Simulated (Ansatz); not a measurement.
**HgPd: do energies and stresses tell the same story?**

The calculation used Ansatz, DFT r2SCAN, scalar-relativistic, plane waves, PAW.

Plane waves to 500 eV, a k mesh through Γ of 14×14×12 on the computed 2-atom cell and Gaussian smearing (0.10 eV); no spin polarisation.

Relaxed cell: P4/mmm, a = 3.043 Å, b = 3.043 Å, c = 3.777 Å, α = 90.00°, β = 90.00°, γ = 90.00°, 2 atoms in the primitive cell. Whether it is the stable form of this composition wasn't checked.

Energies at zero smearing and pressures from the stress tensor, at volumes with shape and atoms relaxed:
| V (Å³/atom) | E − E(first) (meV/atom) | P (GPa) |
| --- | --- | --- |
| 15.384 | 0.00 | 23.94 |
| 15.908 | -64.91 | 16.03 |
| 16.433 | -106.40 | 9.58 |
| 16.957 | -128.81 | 4.31 |
| 17.482 | -135.60 | 0.00 |
| 18.006 | -129.59 | -3.51 |
| 18.531 | -113.22 | -6.34 |
| 19.230 | -78.74 | -9.27 |

Task: Check P = −dE/dV between neighbouring volumes, and get the bulk modulus from the pressures alone.

Result: With 1 eV/Å³ = 160.2 GPa:
```json
{"middle V (Å³/atom)": "15.646", "−ΔE/ΔV (GPa)": "19.830", "mean P (GPa)": "19.986"}
{"middle V (Å³/atom)": "16.171", "−ΔE/ΔV (GPa)": "12.676", "mean P (GPa)": "12.807"}
{"middle V (Å³/atom)": "16.695", "−ΔE/ΔV (GPa)": "6.845", "mean P (GPa)": "6.945"}
{"middle V (Å³/atom)": "17.219", "−ΔE/ΔV (GPa)": "2.073", "mean P (GPa)": "2.155"}
{"middle V (Å³/atom)": "17.744", "−ΔE/ΔV (GPa)": "-1.834", "mean P (GPa)": "-1.754"}
{"middle V (Å³/atom)": "18.268", "−ΔE/ΔV (GPa)": "-5.001", "mean P (GPa)": "-4.925"}
{"middle V (Å³/atom)": "18.880", "−ΔE/ΔV (GPa)": "-7.901", "mean P (GPa)": "-7.804"}
```

The two differ by 0.16 GPa at most. The mean of two end pressures misses the average over a step by about ΔV² P″/12, up to 0.13 GPa here; with that taken off 0.03 GPa remains. The stress is the derivative of the free energy, not of the energy at zero smearing, and with free energies 0.01 GPa remains. Around V = 17.482 Å³/atom, the two neighbours give B = −V ΔP/ΔV = 17.482 × 7.82 / 1.049 = 130.3 GPa, against B0 = 129.3 GPa from the Birch–Murnaghan fit of the energies.

Spin–orbit coupling is left out, which can shift energies with elements as heavy as these.

Cost: 9 runs of about 8.3 core-minutes in all, on Arm Neoverse V2 (shared hosts).